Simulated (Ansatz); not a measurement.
ReW:
```yaml
crystal:
  lattice:
    - [3.11840, 0.00000, 0.00000]
    - [0.00000, 3.11840, 0.00000]
    - [0.00000, 0.00000, 3.11840]
  atoms:
    - { symbol: W, position: [0.00000, 0.00000, 0.00000] }
    - { symbol: Re, position: [0.50000, 0.50000, 0.50000] }
```

Relaxed with PBEsol. Special points in fractions of this cell's reciprocal vectors: Γ (0.000, 0.000, 0.000); X (0.000, 0.500, 0.000); M (0.500, 0.500, 0.000); R (0.500, 0.500, 0.500).

Task: List the band energies nearest the Fermi level at these points for PBEsol (plane waves, PAW; program Ansatz).

Result: In eV from the Fermi level; about four levels below and three above (degenerate sets whole), none deeper than 8.9 eV; points with the same levels are listed once.

```json
[
 {"k": "Γ", "below": "-6.73 -6.73 -2.19 -2.19 -2.19", "above": "1.37 1.37 4.36 4.36 4.36"},
 {"k": "X", "below": "-1.74 -1.74 -0.99 -0.99 -0.08", "above": "1.08 2.07 3.32"},
 {"k": "M", "below": "-7.16 -7.08 -4.49 -4.49", "above": "0.23 0.23 0.93"},
 {"k": "R", "below": "-3.90 -3.90 -3.90 -3.63 -3.63 -3.63", "above": "1.68 1.68 3.09 3.09"}
]
```

Space group Pm-3m (CsCl type). A made-up cell: these elements were put on the sites of a structure type; neither database checked (COD, Materials Project) lists it. Whether it is the stable phase at ambient conditions was not checked. The cell was relaxed with PBEsol under the symmetry of its start; whether a distortion lowers the energy is not shown. No spin polarisation was allowed. Scalar-relativistic: spin–orbit coupling is off unless named, which matters more the heavier the elements.

Potentials: the earlier of the program's two PAW sets. The files were generated under PBE; for other functionals the program regenerates the frozen cores, and for LDA and PBEsol the local potential too.
